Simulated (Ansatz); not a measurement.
Q: La (dhcp (α-La type), P6_3/mmc) is relaxed with plane-wave PAW PBE+D3(BJ) (Ansatz code). What lattice parameters of the conventional cell result?

A: a = 3.662 Å, c = 11.796 Å.

Symmetry was held in the PBE+D3(BJ) relaxation. The pairwise dispersion correction was not fitted to metals. Axis ratios of metals converge slowly with the k-mesh, so a and c are less sure than the volume. Scalar-relativistic: spin–orbit coupling is off unless named, which matters more the heavier the elements.

Potentials: the earlier of the program's two PAW sets.
